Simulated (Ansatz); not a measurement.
One crystal and one scan (scan of one atom of the cell) at two levels, PBE (plane waves to 420 eV, PAW, scalar-relativistic; Ansatz, a program for electronic structure) and r2SCAN (plane waves to 500 eV, PAW, scalar-relativistic; Ansatz), each from its own relaxed cell and on its own mesh.

The crystal is Te (trigonal-Te type, space group P3_121); one Te atom of a 3-atom cell moves by s along Cartesian [111], with its periodic images.

The energy includes the smearing's −TS. Spin-orbit coupling is left out, though Te is heavy. Te was relaxed with its symmetry unable to fall. As the smearing reaches across the gap at some points, energies and forces of such displacements shift with the k mesh and the smearing.

| quantity | run 1 | run 2 |
|---|---|---|
| Lattice constant a (Å) | 4.521 | 4.624 |
| Lattice constant c (Å) | 5.954 | 5.903 |
| Relaxed volume (Å³/atom) | 35.13 | 36.44 |
| Band gap of the relaxed cell, no spin-orbit coupling (eV) | 0.23 | 0.55 |
| Force constant k = d²E/ds² at s = 0 (finite differences) (eV/Å²) | 3.88 | 4.88 |

Q: Which run is which level?

A: Run 1 is PBE, run 2 is r2SCAN. PBE gives the higher value for: lattice constant c. PBE gives the lower value for: lattice constant a; relaxed volume; band gap of the relaxed cell, no spin-orbit coupling; force constant k = d²E/ds² at s = 0. Both give the same shape of the curve: a single well with its minimum at or next to zero displacement. Neither level is exact: the differences show how much the result hangs on the functional.

(A displaced cell: forces are minus the slopes of the energy, force constants its curvatures, and phonons follow from these.)
